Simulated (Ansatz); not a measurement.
Cu₃Au:
```xyz
4
Lattice="3.7808 0.0000 0.0000 0.0000 3.7808 0.0000 0.0000 0.0000 3.7808" Properties=species:S:1:pos:R:3 pbc="T T T"
Au     0.0000     0.0000     0.0000
Cu     0.0000     1.8904     1.8904
Cu     1.8904     0.0000     1.8904
Cu     1.8904     1.8904     0.0000
```

Relaxed with PBE. Special points in fractions of this cell's reciprocal vectors: Γ (0.000, 0.000, 0.000); X (0.000, 0.500, 0.000); M (0.500, 0.500, 0.000); R (0.500, 0.500, 0.500).

**Question.** List the band energies nearest the Fermi level at these points for plane-wave PAW PBE with spin–orbit coupling (Ansatz code).

**Answer.** In eV from the Fermi level; about four levels below and three above (degenerate sets whole), none deeper than 8.9 eV; points with the same levels are listed once.

```tsv
k	below	above
Γ	-1.33 -1.33 -1.33 -1.33 -1.17 -1.17	0.73 0.73 1.36 1.36 1.36 1.36
X	-1.53 -1.53 -1.38 -1.38	5.16 5.16 5.94 5.94
M	-0.51 -0.51 -0.45 -0.45	0.29 0.29 8.36 8.36
R	-0.83 -0.83 -0.83 -0.83	2.31 2.31 3.84 3.84 3.84 3.84
```

Space group Pm-3m (Cu3Au type). The cell was relaxed with PBE under the symmetry of its start; of distortions, only those at the zone centre were tested. No spin polarisation was allowed.

Potentials: the later of the program's two PAW sets.
